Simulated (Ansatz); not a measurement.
According to the program Ansatz at the PBE level (PAW), Cd in the diamond structure (Fd-3m) relaxes to a = 6.699 Å. Cd has 4 nearest neighbours from 2.90 Å (tetrahedral).

Electronic character: metallic (no gap). Gap from PBE with spin–orbit coupling: none (metallic).

An equation-of-state fit gives a bulk modulus of 13.4 GPa.

The start of the workflow was typed in or built on a structure type; neither database checked (COD, Materials Project) lists it. It is not the phase usual at ambient conditions (space group No. 194). Symmetry was held in the PBE relaxation; its stability against distortions is not shown here. Spin–orbit coupling is left out wherever it is not named.

Potentials: the later of the program's two PAW sets.
